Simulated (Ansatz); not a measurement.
**Zone-centre phonons of GaAs at 40 GPa: input and output**

Theory: Ansatz, DFT LDA, scalar-relativistic, plane waves, PAW.

Launched with:
```bash
ansatz run input.yaml --threads 1 --pin off --max-ram 3072MiB --backend cpu --events-out ev --progress --plain --runs-dir out
```

Input (bare energies are in eV):
```yaml
crystal:
  lattice:
    - [0.0, 2.5491422855, 2.5491422855]
    - [2.5491422855, 0.0, 2.5491422855]
    - [2.5491422855, 2.5491422855, 0.0]
  atoms:
    - { symbol: Ga, position: [0.0, 0.0, 0.0] }
    - { symbol: As, position: [0.75, 0.75, 0.75] }
basis:
  ecutwfc: 420
kpoints:
  mp_grid: { grid: [12, 12, 12] }
hamiltonian:
  xc: lda
scf:
  occupations: { method: fixed }
output:
  eigenvalues: true
phonons:
  method: dfpt
  dielectric: true
  rigid_motions: translations
  eigenvectors: true
```

The end of the output:
```
--- Phonons (Γ-DFPT): 2 representative perturbations + reference, on 280 of 1728 k-points (Σ response iterations 6) ---
  k mesh reduced under 4 symmetry operations, with k and −k counted as one. Each operation leaves every solved perturbation unchanged. A smaller set is not considered because the run solves the response ...
  ASR residual: 1.126e-4 → 0.000e0 eV/Å²; symmetrization residual: 2.516e-8 eV/Å²
  ASR residual per site (eV/Å²): 1.13e-4 1.90e-5
  Γ frequencies (cm⁻¹): 0.00 0.00 0.00 375.90 375.90 375.90
  ε∞ (high-frequency dielectric tensor):
       10.721143     0.000000    -0.000000
        0.000000    10.721143     0.000000
       -0.000000     0.000000    10.721143
  ε⁰ (static dielectric tensor: ions relaxed, cell fixed):
       11.449425     0.000000    -0.000000
        0.000000    11.449425     0.000000
       -0.000000     0.000000    11.449425
  ε⁰ − ε∞ (ionic part):
        0.728282     0.000000     0.000000
        0.000000     0.728282     0.000000
        0.000000     0.000000     0.728282
  softest optical mode at Γ: 375.90 cm⁻¹; the repairs (sum rule, projections) moved no ω² at Γ by more than (0.66 cm⁻¹)²
  Born effective charges Z* (e; rows j = field, columns β = displacement):
    site 0:
         1.58181    0.00000    0.00000
         0.00000    1.58181   -0.00000
         0.00000   -0.00000    1.58181
    site 1:
        -1.58181   -0.00000   -0.00000
        -0.00000   -1.58181    0.00000
        -0.00000    0.00000   -1.58181
  Z* charge neutrality: 1.802e-5 e pre-enforcement
  solved inside a basis spanned on kpoints, on 12×12×12 k-points, its susceptibility summed on 16×16×16: ε∞ is read to err by 3.0e-2, Z* by 1.5e-2 e (field_mesh: kpoints solves on kpoints); Z* is corrected for ...
  optical modes at Γ without the LO–TO term, one row a degenerate level:
      ω (cm⁻¹) modes IR ((D/Å)²/amu)
        375.90      3             4.7953
  optical modes at Γ + LO–TO along q̂ = [1.0000, 0.0000, 0.0000]:
      ω (cm⁻¹) modes IR ((D/Å)²/amu)
        375.90      2             3.1968
        388.46      1             1.5984
  optical modes at Γ + LO–TO along q̂ = [0.0000, 1.0000, 0.0000]:
      ω (cm⁻¹) modes IR ((D/Å)²/amu)
        375.90      2             3.1968
        388.46      1             1.5984
  optical modes at Γ + LO–TO along q̂ = [0.0000, 0.0000, 1.0000]:
      ω (cm⁻¹) modes IR ((D/Å)²/amu)
        375.90      2             3.1968
        388.46      1             1.5984
```

It took 3 min on 1 thread of Intel(R) Xeon(R) Processor @ 2.70GHz, with other jobs on the host, peak memory 1.1 GiB.

The real crystal has changed phase below this pressure. The run warned that the force constants aren't converged on this k mesh, so the frequencies and all that is formed from them are rough. The bands were filled as in an insulator; under compression the gap may have closed between mesh points.